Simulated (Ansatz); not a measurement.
Given:

Ge2Pd:
```cif
data_Ge4Pd2
_chemical_formula_sum 'Ge4 Pd2'
_space_group_name_H-M_alt 'P 1'
_space_group_IT_number 1
_cell_length_a 5.13985
_cell_length_b 5.13985
_cell_length_c 5.13985
_cell_angle_alpha 106.960
_cell_angle_beta 106.960
_cell_angle_gamma 114.620
loop_
_space_group_symop_operation_xyz
  'x, y, z'
loop_
_atom_site_label
_atom_site_type_symbol
_atom_site_fract_x
_atom_site_fract_y
_atom_site_fract_z
_atom_site_occupancy
Ge1 Ge 0.65124 0.15124 0.80247 1
Ge2 Ge 0.84876 0.65124 0.50000 1
Ge3 Ge 0.15124 0.34876 0.50000 1
Ge4 Ge 0.34876 0.84876 0.19753 1
Pd1 Pd 0.25000 0.25000 0.00000 1
Pd2 Pd 0.75000 0.75000 0.00000 1
```

This is the PBE-relaxed structure.

Q: All from DFT-PBE in the program Ansatz with PAW potentials, unless another level is named. Give the electronic character.

A: metallic (no gap).

Q: What about the formation energy from the elements (no fitted shifts)?

A: -0.18 eV/atom.

Q: And the density of states at the Fermi level?

A: 0.42 states/eV per atom (mean over ±0.08 eV).

Space group I4/mcm. The cell is a constructed one: a structure type filled with these elements; neither database checked (COD, Materials Project) lists it. Whether it is the stable phase at ambient conditions was not checked. Symmetry was held in the PBE relaxation; its stability against distortions is not shown here. No spin polarisation was allowed. The references are the lowest solids computed at this level, not always the standard phases. Spin–orbit coupling is left out wherever it is not named.

Potentials: the later of the program's two PAW sets.
